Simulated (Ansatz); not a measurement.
InGaAs₂:
```
InGaAs2
1.0
    4.15318     0.00000     0.00000
    0.00000     4.15318     0.00000
    0.00000     0.00000     5.91943
In Ga As
1 1 2
Cartesian
  0.00000   0.00000   2.95971
  2.07659   2.07659   0.00000
  2.07659   0.00000   4.55742
  0.00000   2.07659   1.36201
```

Relaxed with r²SCAN. Special points in fractions of this cell's reciprocal vectors: Γ (0.000, 0.000, 0.000); X (0.000, 0.500, 0.000); M (0.500, 0.500, 0.000); Z (0.000, 0.000, 0.500); R (0.000, 0.500, 0.500); A (0.500, 0.500, 0.500).

**Question.** List the band energies nearest the valence-band maximum at these points for the program Ansatz at the r²SCAN with spin–orbit coupling level (PAW).

**Answer.** In eV from the valence-band maximum; about four levels below and three above (degenerate sets whole), none deeper than 8.9 eV; points with the same levels are listed once.

```json
[
 {"k": "Γ", "below": "-0.09 -0.09 0.00 0.00", "above": "0.19 0.19 1.74 1.74"},
 {"k": "X", "below": "-1.61 -1.61 -0.97 -0.97", "above": "2.27 2.27 3.39 3.39"},
 {"k": "M", "below": "-2.65 -2.65 -2.49 -2.49", "above": "1.63 1.63 1.68 1.68"},
 {"k": "Z", "below": "-1.36 -1.36 -1.35 -1.35", "above": "2.07 2.07 2.19 2.19"},
 {"k": "R", "below": "-1.20 -1.20 -0.84 -0.84", "above": "0.82 0.82 1.37 1.37"},
 {"k": "A", "below": "-3.28 -3.28 -3.20 -3.20", "above": "4.41 4.41 4.59 4.59"}
]
```

Space group P-4m2. The first step of the workflow began from a Materials Project structure, measured or hypothetical; the Crystallography Open Database copy checked does not list it. With In and Ga taken as one species the cell has the higher symmetry F-43m, so it may be an ordered model of a mixed-site phase. Whether it is the stable phase at ambient conditions was not checked. The cell was relaxed with r²SCAN under the symmetry of its start; whether a distortion lowers the energy is not shown.

Potentials: the later of the program's two PAW sets.
